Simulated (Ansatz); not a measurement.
Given:

Relaxed La₂O₃ (A-La2O3 type, space group P-3m1):

```yaml
crystal:
  lattice:
    - [3.94027, 0.00000, 0.00000]
    - [-1.97014, 3.41238, 0.00000]
    - [0.00000, 0.00000, 12.37598]
  atoms:
    - { symbol: La, position: [0.33333, 0.66667, 0.12369] }
    - { symbol: La, position: [0.33333, 0.66667, 0.62369] }
    - { symbol: La, position: [0.66667, 0.33333, 0.37631] }
    - { symbol: La, position: [0.66667, 0.33333, 0.87631] }
    - { symbol: O, position: [0.00000, 0.00000, 0.00000] }
    - { symbol: O, position: [0.00000, 0.00000, 0.50000] }
    - { symbol: O, position: [0.33333, 0.66667, 0.32264] }
    - { symbol: O, position: [0.33333, 0.66667, 0.82264] }
    - { symbol: O, position: [0.66667, 0.33333, 0.17736] }
    - { symbol: O, position: [0.66667, 0.33333, 0.67736] }
```

A phonon eigenvector at A = (0.0, 0.0, 0.5) is frozen into this cell: atom i moves by Q times the vector below, so Q is the largest atomic displacement, in Å. The cell is held. (q is in reciprocal vectors of the primitive cell; the cell shown is doubled to hold the pattern.)

```csv
atom,x,y,z
La1,0.000,0.000,0.798
La2,0.000,0.000,-0.798
La3,0.000,0.000,-0.798
La4,0.000,0.000,0.798
O5,0.000,0.000,1.000
O6,0.000,0.000,-1.000
O7,0.000,0.000,-0.503
O8,0.000,0.000,0.503
O9,0.000,0.000,0.503
O10,0.000,0.000,-0.503
```

Level of theory: PBE (plane waves to 420 eV, PAW, scalar-relativistic; Ansatz, a program for electronic structure). k mesh 10×10×3 (Γ-centred), Fermi-Dirac smearing 0.05 eV. The energy includes the smearing's −TS. La2O3 is run without spin polarisation. La2O3 was relaxed with its symmetry unable to fall. ΔE is measured from the undisplaced structure.

The scan covers Q from -0.100 to 0.100 Å in 13 points.

### Question
What is the energy change at Q = 0.100 Å?

### Answer
148.6 meV/cell.

### Question
What harmonic wavenumber does the curvature at Q = 0 give?

### Answer
140 cm⁻¹.

(A displaced cell: forces are minus the slopes of the energy, force constants its curvatures, and phonons follow from these.)
